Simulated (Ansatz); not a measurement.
LiNbSe$_{2}$ in space group P6_3/mmc (No. 194; Li on 2a, Nb on 2b, Se on 4f), r²SCAN in the plane-wave PAW code Ansatz. The conduction-band minimum lies on the K–Γ line, 46 % of the way from K, with 6 equivalent valleys. Second derivatives d²E/dk² of the lowest band at one valley (eV·Å²), along Cartesian directions:

```tsv
direction	d²E/dk²
[100]	12.63
[010]	11.46
[001]	17.62
[110]	10.89
[101]	15.12
[011]	14.54
```

**Question.** Find the principal effective masses, the density-of-states mass and the conductivity mass.

**Answer.** Off-diagonal terms follow from H_xy = H[110] − (H_xx + H_yy)/2, and m*/mₑ = 7.620 eV·Å² over each eigenvalue: 0.43, 0.57, 0.71. One valley's DOS mass (m₁m₂m₃)^(1/3) = 0.56, conductivity mass 3/(Σ 1/mᵢ) = 0.55 mₑ.

**Question.** What effective density of states Nc follows at 300 K for parabolic valleys?

**Answer.** Nc = 2.509e19 × 6 × (0.56)^(3/2) ≈ 6.3e19 cm⁻³.

The first step of the workflow began from a Materials Project structure, measured or hypothetical; the Crystallography Open Database copy checked does not list it. Whether it is the stable phase at ambient conditions was not checked. The r²SCAN relaxation kept the symmetry of its start; whether a distortion lowers the energy is not shown. No spin polarisation was allowed. Spin–orbit coupling is left out wherever it is not named.

Potentials: the later of the program's two PAW sets.

Edges and masses are those of Kohn–Sham bands, whose gap is no quasiparticle gap.
